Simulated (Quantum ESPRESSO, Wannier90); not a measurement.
InCl (Cmcm): Wannier90 run

```
CELL_PARAMETERS angstrom
      4.32687     0.00000     0.00000
      0.00000     0.00000    -4.43370
     -2.16344     6.10764     0.00000
ATOMIC_POSITIONS crystal
  In 0.60970 0.25000 0.21940
  In 0.39030 0.75000 0.78060
  Cl 0.15957 0.75000 0.31914
  Cl 0.84043 0.25000 0.68086
```

Materials Project entry mp-571555; symmetrised, unrelaxed at this level. Not found in the COD (Crystallography Open Database) copy used, which has the formula in other groups; not checked further. Method: PBEsol plane waves in Quantum ESPRESSO 7.5 (PseudoDojo norm-conserving files, 56 Ry, spinors with spin-orbit coupling), Bloch states on a 6×6×6 mesh through Γ, Wannier90 4.0.1. Density: 8×8×8 mesh, cold smearing 0.01 Ry.

Valence charges of the files: In 13, Cl 7. 72 bands were computed.

Isolated groups of bands, relative to the valence-band maximum (bands from 41 on overlap up to the last one computed):

```csv
bands,from (eV),to (eV),filling,weight on atomic waves
1–4,-15.25,-15.00,filled,"Cl 3s 79 %, In 4d 12 %, In 5p 8 %"
5–12,-14.39,-14.21,filled,In 4d 96 %
13–24,-13.55,-13.37,filled,In 4d 98 %
25–40,-6.07,-0.01,filled,"Cl 3p 67 %, In 5s 22 %, In 5p 10 %"
```

Wanted is a model with the orbitals In s p, Cl s p, without the filled groups that are mainly made of other shells (semicore states, and anion s where it isn't named); all higher bands stay in for disentanglement.

Problem. Give num_wann, exclude_bands and num_bands, and the number of electrons that the model holds.

Solution. Electrons: 2×13 + 2×7 = 40, which fill 40 bands.
num_wann = 2 × (2×4 + 2×4) = 32.
exclude_bands = 5-24, 20 bands, so num_bands = 72 − 20 = 52.
The model holds 40 − 1×20 = 20 electrons. With the window frozen to 2.53 eV it follows pw.x to 2.2 meV rms (states up to 2.0 eV relative to the valence-band maximum).
